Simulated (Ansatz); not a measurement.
RbLuS₂ in space group R-3m (No. 166; Lu on 3b, S on 6c, Rb on 3a), the program Ansatz at the r²SCAN level (PAW). The conduction-band minimum lies at F, with 3 equivalent valleys. Second derivatives d²E/dk² of the lowest band at one valley (eV·Å²), along Cartesian directions:

| direction | d²E/dk² |
|---|---|
| [100] | 12.44 |
| [010] | 21.00 |
| [001] | 12.08 |
| [110] | 9.299 |
| [101] | 7.926 |
| [011] | 14.04 |

Question: Find the principal effective masses, the density-of-states mass and the conductivity mass.

Answer: Off-diagonal terms follow from H_xy = H[110] − (H_xx + H_yy)/2, and m*/mₑ = 7.620 eV·Å² over each eigenvalue: 0.30, 0.49, 1.6. One valley's DOS mass (m₁m₂m₃)^(1/3) = 0.62, conductivity mass 3/(Σ 1/mᵢ) = 0.50 mₑ.

Question: What effective density of states Nc follows at 300 K for parabolic valleys?

Answer: Nc = 2.509e19 × 3 × (0.62)^(3/2) ≈ 3.7e19 cm⁻³.

The workflow started from an entry of the Crystallography Open Database (COD, 293 K). Whether it is the stable phase at ambient conditions was not checked. The r²SCAN relaxation kept the symmetry of its start; whether a distortion lowers the energy is not shown. Scalar-relativistic: spin–orbit coupling is off unless named, which matters more the heavier the elements.

Potentials: the later of the program's two PAW sets.

Edges and masses are those of Kohn–Sham bands, whose gap is no quasiparticle gap.
